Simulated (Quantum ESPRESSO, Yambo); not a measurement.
**KPSO3H2: DFT and GW levels**

```
KPSO3H2
1.0
    3.29197    -3.18732     0.00000
    3.29197     3.18732     0.00000
   -1.89121     0.00000     5.71203
H O P S K
2 3 1 1 1
Direct
  0.20698   0.82968   0.18892
  0.82968   0.20698   0.18892
  0.10708   0.10708   0.10396
  0.26232   0.65118   0.26954
  0.65118   0.26232   0.26954
  0.34486   0.34486   0.11121
  0.38481   0.38481   0.79799
  0.84726   0.84726   0.61191
```

The geometry is that of Materials Project entry mp-643033, symmetrised and not relaxed again.

Starting point: PBEsol (Quantum ESPRESSO, PseudoDojo norm-conserving, 84 Ry, no spin-orbit coupling). G0W0 in Yambo: 2×2×2 Γ-centred k mesh, 171 bands and a 7 Ry block in the screening, 171 bands in G with the Bruneval-Gonze terminator, plasmon pole fitted at 27.2 eV.

```
Property                                                       Result
------------------------------------------------------------  -------
PBEsol gap along the band path                                4.41 eV
PBEsol gap between the mesh's edge points ((0, 0, -0.5) → Γ)  4.43 eV
G0W0 gap between the same points                              7.13 eV
PBEsol smallest direct gap on the mesh (at Γ)                 4.46 eV
G0W0 direct gap at that point                                 7.17 eV
```

```json
[
 {"k point": "Γ", "band": "VB", "E PBEsol (eV)": "-0.03", "E QP (eV)": "-1.78", "shift (eV)": "-1.75", "Z": "0.83"},
 {"k point": "Γ", "band": "CB", "E PBEsol (eV)": "4.43", "E QP (eV)": "5.39", "shift (eV)": "0.96", "Z": "0.86"},
 {"k point": "(0, 0, -0.5)", "band": "VB", "E PBEsol (eV)": "0.00", "E QP (eV)": "-1.74", "shift (eV)": "-1.74", "Z": "0.82"},
 {"k point": "(0, 0, -0.5)", "band": "CB", "E PBEsol (eV)": "5.60", "E QP (eV)": "6.63", "shift (eV)": "1.03", "Z": "0.86"},
 {"k point": "(0, -0.5, 0)", "band": "VB", "E PBEsol (eV)": "-0.06", "E QP (eV)": "-1.80", "shift (eV)": "-1.73", "Z": "0.82"},
 {"k point": "(0, -0.5, 0)", "band": "CB", "E PBEsol (eV)": "5.56", "E QP (eV)": "6.97", "shift (eV)": "1.42", "Z": "0.85"},
 {"k point": "(0, -0.5, -0.5)", "band": "VB", "E PBEsol (eV)": "-0.03", "E QP (eV)": "-1.74", "shift (eV)": "-1.72", "Z": "0.82"},
 {"k point": "(0, -0.5, -0.5)", "band": "CB", "E PBEsol (eV)": "5.62", "E QP (eV)": "6.86", "shift (eV)": "1.24", "Z": "0.85"},
 {"k point": "(-0.5, -0.5, 0)", "band": "VB", "E PBEsol (eV)": "-0.28", "E QP (eV)": "-2.00", "shift (eV)": "-1.73", "Z": "0.82"},
 {"k point": "(-0.5, -0.5, 0)", "band": "CB", "E PBEsol (eV)": "6.06", "E QP (eV)": "7.58", "shift (eV)": "1.52", "Z": "0.84"},
 {"k point": "(-0.5, -0.5, -0.5)", "band": "VB", "E PBEsol (eV)": "-0.17", "E QP (eV)": "-1.87", "shift (eV)": "-1.70", "Z": "0.82"},
 {"k point": "(-0.5, -0.5, -0.5)", "band": "CB", "E PBEsol (eV)": "5.90", "E QP (eV)": "7.43", "shift (eV)": "1.53", "Z": "0.84"}
]
```

Energies count from the PBEsol valence-band maximum.

Nearest settings tried, and what they do to the gap: 110 bands in W, 110 bands in G: -9 meV; 3 Ry block (79 vectors against 257): -297 meV. Not varied: mesh. So the settings aren't converged at that level. The k mesh is coarse.
